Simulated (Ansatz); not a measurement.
# Rb2CoO2 in Ansatz, single run

The input file (Ansatz 0.2.0, plane waves):

```yaml
crystal:
  lattice:
    - [0.0, 4.22926, 0.0]
    - [4.22926, 0.0, 0.0]
    - [2.11463, 2.11463, -6.67281]
  atoms:
    - { symbol: Rb, position: [0.3451, 0.3451, 0.3098] }
    - { symbol: Rb, position: [0.6549, 0.6549, 0.6902] }
    - { symbol: O, position: [0.1273, 0.1273, 0.7454] }
    - { symbol: O, position: [0.8727, 0.8727, 0.2546] }
    - { symbol: Co, position: [0.0, 0.0, 0.0] }
  symmetry: { tolerance: 0.0003 }
kpoints:
  mp_grid: { grid: [5, 5, 5], shift: [0, 0, 0] }
magnetization:
  spin_polarized: false
scf:
  occupations: { method: fermi_dirac, width: 0.01 }
  lower_state_search: "off"
hamiltonian:
  pseudopotentials: { kind: paw }
  xc: pbe
basis:
  ecutwfc: 420
output:
  forces: true
  stress: true
  eigenvalues: true
  write_density: true
  write_potential: true
  elf: true
  volumetric_format: npy
```

The command:

```bash
ansatz run input.yaml --threads 1 --pin off --max-ram 2560MiB --backend cpu --events-out ev --progress --plain --runs-dir out
```

Origin of the cell: a known structure type with other elements, at an estimated volume, so it need not be a known compound.

Output (shortened):

```
SCF iter   1: F=—  HF=-12795.499783 eV  Δρ=7.99e-3  dr2=3.38e-2
SCF iter   2: F=—  HF=-12795.498359 eV  Δρ=2.66e-3  dr2=1.55e-2
SCF iter   3: F=—  HF=-12795.498785 eV  Δρ=6.91e-3  dr2=4.11e-2  recentre
SCF iter   4: F=—  HF=-12795.496596 eV  Δρ=5.03e-3  dr2=2.57e-2
SCF iter   5: F=—  HF=-12795.495905 eV  Δρ=4.55e-3  dr2=1.95e-2
SCF iter   6: F=—  HF=-12795.494619 eV  Δρ=1.67e-3  dr2=2.77e-3
SCF iter   7: F=—  HF=-12795.495279 eV  Δρ=8.85e-4  dr2=8.07e-4
SCF iter   8: F=—  HF=-12795.495236 eV  Δρ=4.60e-4  dr2=2.08e-4
SCF iter   9: F=—  HF=-12795.495239 eV  Δρ=4.63e-5  dr2=3.19e-6
SCF iter  10: F=—  HF=-12795.495087 eV  Δρ=4.81e-5  dr2=2.02e-6
SCF iter  11: F=-12795.495087 eV  HF=-12795.495087 eV  Δρ=4.14e-6  dr2=1.86e-8
SCF 1 converged in 11 iterations: F = -12795.495087 eV  dr2 = 1.86e-8
SCF converged after 11 iterations
Free energy (F): -12795.495087 eV
Harris-Foulkes:  -12795.495087 eV  (|F-HF|=1.13e-8)
Internal energy: -12795.490167 eV  (E = F + TS)
E sigma→0 (E₀):  -12795.492627 eV
Entropy (-TS):   -0.004919 eV (-0.984 meV/atom)
Fermi energy:    5.544965 eV
--- Per-component energies (eV) ---
  E_band       = -640.618226
  E_kinetic    = 1184.126577
  E_local      = -6902.836366  (includes V_loc(G=0)·N_el)
  E_nonlocal   = 894.628723
  E_hartree    = 2739.036563
  E_xc         = -566.450993
  E_vxc        = -665.257816  (∫ρ·V_xc dr)
  E_paw        = -7064.078015  (= ΣΔE_a)
  E_vpaw       = -629.358627  (= ΣTr[D̂ρ^β])
  E_aug_tail   = 0.004865  (compensation charges beyond the density's cutoff)
  E_ewald      = -3079.921520
  E_smearing   = -0.004919  (= −TS)
  Σ components = -12795.495087   (vs F -12795.495087, Δ=0.00e0)
--- Forces (eV/Å), atoms counted from 1 ---
  atom   1  Rb     0.000000     0.000000     0.312720
  atom   2  Rb    -0.000000     0.000000    -0.312720
  atom   3  O      0.000000     0.000000    -0.711122
  atom   4  O     -0.000000     0.000000     0.711122
  atom   5  Co    -0.000000     0.000000    -0.000000
  max |Σ_I F_I| component: 0.0 eV/Å
--- Stress (GPa, compression-positive) ---
       -0.043323      -0.000000       0.000000
       -0.000000      -0.043323       0.000000
        0.000000       0.000000      -3.908319
  P = ⅓ Tr σ = -1.3317 GPa (-13.317 kbar)
```

Caveats: no spin polarisation, so a magnetic state may lie lower; the k mesh is coarse if the cell is a metal.

Time: 4.2 s on 1 thread of Intel(R) Xeon(R) Platinum 8375C CPU @ 2.90GHz (Ice Lake) (shared host), peak memory 0.45 GiB, from the program's own first density.
